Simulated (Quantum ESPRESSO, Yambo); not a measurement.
SrAlSiH (space group P3m1, No. 156) under isotropic strain (on all lattice vectors), counted from the cell relaxed with PBEsol, atoms relaxed at each step. PBEsol (Quantum ESPRESSO, PseudoDojo norm-conserving, 72 Ry, without SOC); G0W0 in Yambo (3×3×2 Γ-centred k mesh, 136 bands and a 8 Ry block in the screening, 136 bands in G with the Bruneval-Gonze terminator, plasmon pole fitted at 27.2 eV).

| strain s (%) | PBEsol direct gap at A (eV) | G0W0 direct gap at A (eV) |
|---|---|---|
| -3 | ? | ? |
| -1.5 | 1.484 | 2.181 |
| -0.7 | 1.501 | 2.198 |
| 0 | 1.519 | 2.218 |
| +1 | 1.545 | 2.240 |
| +2 | 1.571 | 2.258 |

Q: Fit a parabola in s to each column by least squares and predict the withheld row.

A: PBEsol: E = 1.519 + 0.0247 s + 0.0008 s² (largest residual 1 meV), giving 1.452 eV at s = -3; the run gave 1.452 eV, a miss of 0 meV. G0W0: E = 2.217 + 0.0230 s − 0.0012 s² (largest residual 2 meV), giving 2.137 eV at s = -3; the run gave 2.133 eV, a miss of 5 meV. The withheld row lies outside the fitted range, so this is an extrapolation. The GW settings are held fixed; their convergence isn't established. The screening block changes size along the series (175 vectors at -3 %, 213 vectors at -1.5 %, 213 vectors at -0.7 %, 225 vectors at +0 %, 225 vectors at +1 %, 225 vectors at +2 %), which puts steps into the G0W0 values. 

The structure is a Materials Project entry; no match was found in the copy of COD used, and its stability was not checked.
